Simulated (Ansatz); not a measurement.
Consider the following.

MgS:
Space group Fm-3m (No. 225); a = 5.230 Å, b = 5.230 Å, c = 5.230 Å, α = 90.00°, β = 90.00°, γ = 90.00°

```csv
atom,site,symmetry,x,y,z
Mg,4a,m-3m,0.0000,0.0000,0.0000
S,4b,m-3m,0.5000,0.5000,0.5000
```
(The calculation used a cell of 2 atoms; values per cell refer to that cell.)

This is the PBE-relaxed structure.

Q: All from the program Ansatz at the PBE level (PAW), unless another level is named. Estimate the zero-point energy.

A: 40.3 meV/atom.

Q: And the Debye temperature from the elastic constants?

A: 560 K.

The cell was relaxed with PBE under the symmetry of its start; phonons on a q-mesh show no instability.

Potentials: the later of the program's two PAW sets.
